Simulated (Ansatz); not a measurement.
NbP:
```
NbP
1.0
    3.10945     0.00000     0.00000
    0.00000     3.10945     0.00000
    0.00000     0.00000     3.10945
Nb P
1 1
Cartesian
  0.00000   0.00000   0.00000
  1.55473   1.55473   1.55473
```

Relaxed with PBE. Special points in fractions of this cell's reciprocal vectors: Γ (0.000, 0.000, 0.000); X (0.000, 0.500, 0.000); M (0.500, 0.500, 0.000); R (0.500, 0.500, 0.500).

Problem. List the band energies nearest the Fermi level at these points for PBE (plane waves, PAW; program Ansatz).

Solution. In eV from the Fermi level; about four levels below and three above (degenerate sets whole), none deeper than 8.9 eV; points with the same levels are listed once.

| k | below | above |
|---|---|---|
| Γ | -3.31 -3.31 | 0.04 0.04 0.04 |
| X | -7.60 -2.47 -2.47 -2.12 | 2.31 3.50 4.83 |
| M | -4.56 -4.56 -2.75 -0.25 -0.25 | 1.62 2.42 3.78 |
| R | -8.24 -6.57 -6.57 -6.57 | 3.55 3.55 3.55 |

Space group Pm-3m (CsCl type). A made-up cell: these elements were put on the sites of a structure type; neither database checked (COD, Materials Project) lists it. COD files the formula under space group No. 141, so this cell is another polymorph or a model. Its standing as an ambient phase is unchecked. The PBE relaxation kept the symmetry of its start; whether a distortion lowers the energy is not shown. The run is not spin-polarised. Spin–orbit coupling is left out wherever it is not named.

Potentials: the later of the program's two PAW sets.
